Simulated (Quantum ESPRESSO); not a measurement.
# Al3GaWCu2Ta: different elements on one site, starting from this cell

A calculation, not a measurement. The program is pw.x of Quantum ESPRESSO 7.5 (plane-wave density functional theory). The cell is made up: eight metal atoms on a face-centred cubic lattice, with elements, volume, strain and displacements drawn at random and not relaxed, so it may be unstable or far from any real phase. PseudoDojo standard norm-conserving files set the functional (PBE unless stated); there is no spin polarisation or spin-orbit coupling, the Fermi-Dirac width of 0.25 eV means electrons at about 2900 K, and the masses in the input are unused placeholders. The copper pseudopotential is less sure than most, with forces differing by about three percent and pressure by about two GPa from a second method on plain copper. Heavy elements are run without spin-orbit coupling, which real alloys of them have. A spin test at this wide smearing found no moment, but such smearing suppresses magnetism that the real alloy may have.

The runs put different elements on site 6. Cell, positions, cutoff, mesh and smearing stay as in the input of run 1; sites are counted in its order. Stress in the tables is positive in tension.

Input of run 1:

```
&control calculation='scf', pseudo_dir='./dojo.nc.sr.pbe.v0_5.standard.upf', outdir='./o', disk_io='minimal', tprnfor=.true., tstress=.true. /
&system ibrav=0, nat=8, ntyp=5, nbnd=54, ecutwfc=92.02030273, nosym=.true., tot_charge=0,
 occupations='smearing', smearing='fd', degauss=0.0183746611
/
&electrons conv_thr=1.470e-08, electron_maxstep=70, mixing_beta=0.5 /
ATOMIC_SPECIES
Al 1.0 Al.upf
Cu 1.0 Cu.upf
Ga 1.0 Ga.upf
Ta 1.0 Ta.upf
W 1.0 W.upf
CELL_PARAMETERS angstrom
-3.7872 -0.0602 0.0329
-1.9374 -3.9173 -1.8781
-2.0032 -4.0337 5.9328
ATOMIC_POSITIONS angstrom
Al 0.0205 0.0621 -0.073
Ga -1.9882 -3.9142 2.0934
W -1.9871 -2.0609 -0.0805
Cu -3.8405 -6.0538 2.0711
Cu -3.8913 -4.0017 3.9006
Ta -3.915 -3.9585 0.0335
Al -3.9106 -1.9685 1.9784
Al -5.8084 -6.1215 4.0534
K_POINTS automatic
7 6 4 1 1 1
```

| run | elements on sites 1 to 8 | -TS (eV) | pressure (GPa) | stress xx (GPa) | stress yy (GPa) | stress zz (GPa) | stress yz (GPa) | stress xz (GPa) | stress xy (GPa) | iterations |
| --- | --- | --- | --- | --- | --- | --- | --- | --- | --- | --- |
| 1 | Al Ga W Cu Cu Ta Al Al | -0.704 | 9.38 | -7.87 | -12.67 | -7.60 | -1.40 | -2.89 | 3.52 | 15 |
| 2 | Al Ga W Cu Cu Ti Al Al | -0.781 | 5.15 | -3.12 | -9.06 | -3.27 | -1.44 | -2.66 | 3.02 | 19 |
| 3 | Al Ga W Cu Cu Zn Al Al | -0.563 | 1.32 | 0.64 | -5.20 | 0.59 | -1.84 | -2.16 | 2.76 | 15 |
| 4 | Al Ga W Cu Cu Ru Al Al | -0.863 | 0.30 | -0.59 | -2.02 | 1.70 | -1.19 | -1.91 | 2.49 | 17 |
| 5 | Al Ga W Cu Cu Al Al Al | -0.614 | 2.92 | -0.30 | -6.84 | -1.61 | -1.62 | -2.41 | 2.51 | 15 |

Forces Fx Fy Fz (eV/Å):

| site | run 1 | run 2 | run 3 | run 4 | run 5 |
| --- | --- | --- | --- | --- | --- |
| 1 | -0.54 -1.15 -1.49 | -0.43 -1.19 -1.12 | -0.24 -1.25 -0.66 | -0.31 -1.31 -0.71 | -0.33 -1.12 -0.93 |
| 2 | -0.05 -0.45 0.22 | -0.05 -0.34 -0.14 | -0.01 -0.31 -0.10 | -0.05 -0.49 -0.36 | 0.00 -0.44 -0.09 |
| 3 | 0.22 1.59 0.56 | 0.34 1.08 1.03 | 0.26 1.09 1.36 | 0.51 0.98 1.22 | 0.29 0.97 1.66 |
| 4 | -0.29 0.50 0.23 | -0.29 0.54 0.25 | -0.27 0.55 0.12 | -0.26 0.52 0.06 | -0.26 0.67 0.12 |
| 5 | 0.19 -0.28 -0.01 | 0.18 -0.26 -0.02 | 0.15 -0.09 0.18 | 0.18 -0.24 0.20 | 0.14 -0.09 0.21 |
| 6 | 0.49 -0.76 1.75 | 0.36 -0.37 1.12 | 0.30 -0.81 0.11 | 0.06 -0.41 0.55 | 0.32 -0.60 0.07 |
| 7 | 0.48 -0.79 0.52 | 0.40 -0.57 0.36 | 0.25 -0.17 0.10 | 0.32 0.02 0.18 | 0.29 -0.52 0.31 |
| 8 | -0.50 1.33 -1.79 | -0.50 1.12 -1.48 | -0.43 0.98 -1.11 | -0.45 0.93 -1.14 | -0.45 1.15 -1.35 |

Energies are left out, as each element's file has its own zero. A rerun of one cell of this series at a higher cutoff and on a denser mesh moved values by no more than 0.003 eV in energy, 0.03 GPa in stress and 0.004 eV/Å in force, and a second program with other atomic files agreed on that cell to 2 % rms in force and 0.5 GPa in pressure.